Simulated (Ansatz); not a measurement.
Te (trigonal Se type, P3_121) under volume change, plane-wave PAW PBE (Ansatz code), shape and atoms relaxed at each volume.

```tsv
V (Å³/atom)	E − E(relaxed) (meV/atom)	P (GPa)
32.007	21.6	2.54
33.063	8.5	1.46
34.118	1.9	0.62
35.173	0.0	0.00
36.228	1.5	-0.43
37.283	5.5	-0.74
38.338	11.0	-0.93
```

Question: What does a third-order Birch–Murnaghan fit give for V₀, B₀ and B′?

Answer: V₀ = 35.19 Å³/atom, B₀ = 17.2 GPa, B′ = 9.9.

Symmetry was held in the PBE relaxation. A crystal of weakly bound chains computed without a dispersion correction: the cell and the soft elastic constants depend strongly on that. Scalar-relativistic: spin–orbit coupling is off unless named, which matters more the heavier the elements.

Potentials: the later of the program's two PAW sets.
